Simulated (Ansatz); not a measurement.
**Computed properties of Ti3AlC**

Ti$_{3}$AlC:
```xyz
5
Lattice="4.1403 0.0000 0.0000 0.0000 4.1403 0.0000 0.0000 0.0000 4.1403" Properties=species:S:1:pos:R:3 pbc="T T T"
Ti     2.0701     2.0701     0.0000
Ti     0.0000     2.0701     2.0701
Ti     2.0701     0.0000     2.0701
Al     0.0000     0.0000     0.0000
C      2.0701     2.0701     2.0701
```

Space group Pm-3m (No. 221), anti-perovskite; conventional cell a = 4.140 Å, b = 4.140 Å, c = 4.140 Å, α = 90.00°, β = 90.00°, γ = 90.00°.

Method: PBEsol in the plane-wave PAW code Ansatz. Geometry: relaxed at this level of theory. Other levels are named where they apply.

Cell and energy:

| Quantity | Result |
|---|---|
| Volume per atom | 14.19 Å³ |
| Density | 4.27 g/cm³ |
| Formation energy from the elements (no fitted shifts) | -61 kJ/mol-atom |

Electronic structure:

| Item | Result |
|---|---|
| Electronic character | metallic (no gap) |
| Density of states at the Fermi level | 0.55 states/eV per atom (mean over ±0.08 eV) |

Mechanics:

| Property | Result |
|---|---|
| Bulk modulus (Birch–Murnaghan fit) | 163 GPa |
| Pressure derivative B′ | 4.0 |
| Elastic constants (relaxed ions, GPa) | C11 = 336, C12 = 76.8, C44 = 88.3 |
| Mechanical stability | stable (all eigenvalues of C positive) |
| Hill bulk and shear moduli | 163 and 103 GPa |
| Young's modulus | 255 GPa |
| Poisson's ratio | 0.24 |
| Debye temperature from the elastic constants | 669 K |

Phonons:

| Quantity | Value |
|---|---|
| Highest zone-centre frequency | 707 cm⁻¹ |
| Zone-centre stability | no imaginary mode at Γ |

The first step of the workflow began from a Materials Project structure, measured or hypothetical; the Crystallography Open Database copy checked does not list it. Whether it is the stable phase at ambient conditions was not checked. The cell was relaxed with PBEsol under the symmetry of its start. The run is not spin-polarised. As this level gives no gap, shear constants depend on the k-mesh and smearing (Fermi–Dirac, 0.1 eV here). As this level gives no gap, phonon frequencies hold no LO–TO term and depend on the k-mesh and smearing (Fermi–Dirac, 0.1 eV here). The references are the lowest solids computed at this level, not always the standard phases.

Potentials: the later of the program's two PAW sets.
